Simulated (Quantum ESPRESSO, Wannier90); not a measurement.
Wannierisation of CsPbCl₃ (cubic perovskite)

Cell from Materials Project (mp-23037), symmetrised, no further relaxation. COD (Crystallography Open Database) records the formula in this space group. Ideal cubic forms of this type are often high-temperature phases that distort on cooling; symmetry holds the cell here, and its stability was not tested. Computed values, not measurements, from PBEsol: Quantum ESPRESSO (norm-conserving PseudoDojo potentials, cutoff 50 Ry, no spin polarisation, no spin-orbit coupling) on a Γ-centred 6×6×6 mesh, then Wannier90. Density: 6×6×6 mesh, cold smearing 0.01 Ry. Spin-orbit coupling is left out although heavy elements are present.

```
begin unit_cell_cart
ang
    5.6798400000    0.0000000000    0.0000000000
    0.0000000000    5.6798400000    0.0000000000
    0.0000000000    0.0000000000    5.6798400000
end unit_cell_cart
mp_grid = 6 6 6
```

Neighbour vectors b of the finite-difference formula (Å⁻¹), by shell:

| shell | b_x | b_y | b_z |
|---|---|---|---|
| 1 | 0.00000 | 0.00000 | 0.18437 |
| 1 | 0.00000 | 0.18437 | 0.00000 |
| 1 | 0.18437 | 0.00000 | 0.00000 |
| 1 | 0.00000 | 0.00000 | -0.18437 |
| 1 | 0.00000 | -0.18437 | 0.00000 |
| 1 | -0.18437 | 0.00000 | 0.00000 |

Problem. Find the weights w_b from the completeness condition Σ_b w_b b_α b_β = δ_αβ.

Solution. Shell 1: Σ b_x² = 0.068, Σ b_y² = 0.068, Σ b_z² = 0.068 Å⁻²
Each of the three diagonal sums, weighted, has to give 1 and the off-diagonal ones 0, which holds for w_1 = 14.7 Å². Check on xx: 14.71×0.068 = 1.00.

On this mesh the 12 functions of bands 7-9,14-22 (valence bands; start: SCDM (isolated), conv_tol = 1.0e-6) end with spreads 1.3624, 1.3624, 1.3624, 1.3630, 1.3630, 1.3630, 1.3510, 1.3510, 1.3510, 3.0634, 3.0634, 3.0634 Å², Ω_I = 18.8448 Å² and Ω_D = 0.0003 Å².

Ω_total is the sum of the spreads, 21.419 Å². Ω_OD = Ω_total − Ω_I − Ω_D = 2.574 Å². Only (Ω_D + Ω_OD)/Ω_total = 12.0 % depends on the gauge, and another start could lower the total by that share at most. The rms radius is √(Ω_total/12) = 1.34 Å.
